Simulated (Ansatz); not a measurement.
# InSe (P6_3/mmc), frozen normal mode

Computed with DFT PBEsol, scalar-relativistic, plane waves, PAW in Ansatz. Settings: plane waves to 420 eV, k-mesh 12×12×2 (Γ-centred), Gaussian smearing 0.05 eV. No spin polarisation. Energies are free energies at this smearing, counted from the undisturbed cell; pressure is positive in compression.

Zero of the scan (relaxed at this level):

```
In Se
1.0
     4.00585    0.00000    0.00000
    -2.00293    3.46917    0.00000
     0.00000    0.00000   17.00217
In Se
4 4
Cartesian
  0.0000 2.3128 2.8622
  2.0029 1.1564 11.3633
  0.0000 2.3128 5.6388
  2.0029 1.1564 14.1399
  0.0000 2.3128 10.0845
  2.0029 1.1564 1.5834
  0.0000 2.3128 15.4188
  2.0029 1.1564 6.9177
```

The cell holds layers and no dispersion correction was added, so their binding is poorly described.

A zone-centre mode of this cell is frozen in: each atom moves by x times its row below, so x is the largest displacement.
```
atom ux uy uz
 In1  0.000  0.000   0.548
 In2  0.000  0.000   0.548
 In3  0.000  0.000  -0.548
 In4  0.000  0.000  -0.548
 Se5  0.000  0.000   1.000
 Se6  0.000  0.000   1.000
 Se7  0.000  0.000  -1.000
 Se8  0.000  0.000  -1.000
```

```csv
x (Å),ΔE (meV/cell),force along the mode (eV/Å),pressure (GPa),gap on the mesh (eV)
-0.2000,335.4,3.15,-2.4,0.25
-0.1500,194.7,2.47,-1.9,0.31
-0.1000,89.6,?,-1.4,?
-0.0500,23.2,0.91,-0.7,0.39
0.0000,0.0,0.00,0.0,0.43
0.0500,25.1,-1.03,0.8,0.47
0.1000,105.1,?,1.7,?
0.1500,247.9,-3.54,2.8,0.55
0.1750,345.7,-4.29,?,?
0.2000,463.0,-5.10,3.9,0.58
```

**Question.** Give the withheld values.

**Answer.** force along the mode (eV/Å) at x (Å) = -0.1000: 1.73; gap on the mesh (eV) at x (Å) = -0.1000: 0.36; force along the mode (eV/Å) at x (Å) = 0.1000: -2.20; gap on the mesh (eV) at x (Å) = 0.1000: 0.51; pressure (GPa) at x (Å) = 0.1750: 3.3; gap on the mesh (eV) at x (Å) = 0.1750: 0.57.

Cost: 10 runs of about 4.1 core-minutes in all, on Intel Xeon Platinum 8375C (Ice Lake) (shared hosts).